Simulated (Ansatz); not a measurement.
AgBr (rock salt): values from a third-order Birch-Murnaghan fit to a volume scan beside measured ones. Computed values: PBEsol (plane waves to 420 eV, PAW, scalar-relativistic; Ansatz, an electronic-structure program). AgBr was relaxed with its symmetry unable to fall.

| quantity | reference | kind |
|---|---|---|
| Lattice constant a (Å) | 5.772 | measured, room temperature or unstated |
| Bulk modulus B₀ (GPa) | 43.81 | measured below room temperature |

References as given in: Subrata Jana, Abhilash Patra, Prasanjit Samal, The Journal of Chemical Physics (2018), arXiv:1803.03840; P. T. Jochym, K. Parlinski, Physical review. B, Condensed matter (2001), arXiv:1301.6254. Values not taken to low temperature hold thermal and zero-point shifts that a static calculation lacks, so small differences there are no errors of the method.

Problem. What does PBEsol give, and how far is that from the reference?

Solution. 
```tsv
quantity	PBEsol	difference
Lattice constant a (Å)	5.674	-1.7 %
Bulk modulus B₀ (GPa)	52.3	+19.4 %
```



(A scan under strain: stresses follow from slopes of the energy per volume, elastic moduli from its curvatures.)
